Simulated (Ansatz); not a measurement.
AlAu₄:
```xyz
20
Lattice="6.9767 0.0000 0.0000 0.0000 6.9767 0.0000 0.0000 0.0000 6.9767" Properties=species:S:1:pos:R:3 pbc="T T T"
Al     0.4486     0.4486     0.4486
Al     3.0398     6.5281     3.9370
Al     3.9370     3.0398     6.5281
Al     6.5281     3.9370     3.0398
Au     4.7659     4.7659     4.7659
Au     5.6992     2.2108     1.2775
Au     1.2775     5.6992     2.2108
Au     2.2108     1.2775     5.6992
Au     5.4736     6.6182     2.6992
Au     4.9915     0.3586     6.1876
Au     1.9852     3.8469     4.2775
Au     1.5032     3.1298     0.7891
Au     2.6992     5.4736     6.6182
Au     6.1876     4.9915     0.3586
Au     4.2775     1.9852     3.8469
Au     0.7891     1.5032     3.1298
Au     6.6182     2.6992     5.4736
Au     0.3586     6.1876     4.9915
Au     3.8469     4.2775     1.9852
Au     3.1298     0.7891     1.5032
```

Relaxed with r²SCAN. Special points in fractions of this cell's reciprocal vectors: Γ (0.000, 0.000, 0.000); X (0.000, 0.500, 0.000); M (0.500, 0.500, 0.000); R (0.500, 0.500, 0.500); X1 (0.500, 0.000, 0.000).

Question: List the band energies nearest the Fermi level at these points for plane-wave PAW r²SCAN (Ansatz code).

Answer: In eV from the Fermi level; about four levels below and three above (degenerate sets whole), none deeper than 8.9 eV; points with the same levels are listed once.

```csv
k,below,above
Γ,-0.38 -0.38 -0.38 -0.34 -0.34,0.32 0.32 0.32
X,-0.76 -0.76 -0.42 -0.42,0.56 0.56 1.04 1.04
M,-1.68 -1.68 -0.32 -0.32,1.14 1.14 1.52 1.52
R,-2.54 -2.54 -2.54 -2.54,0.38 0.38 0.38 0.38
```

Space group P2_13. The workflow started from a Materials Project entry (that database holds measured and hypothetical structures alike); the Crystallography Open Database files this formula in space group No. 198, but the cells were not matched. Its standing as an ambient phase is unchecked. The r²SCAN relaxation kept the symmetry of its start; whether a distortion lowers the energy is not shown. Spin–orbit coupling is left out wherever it is not named.

Potentials: the later of the program's two PAW sets.
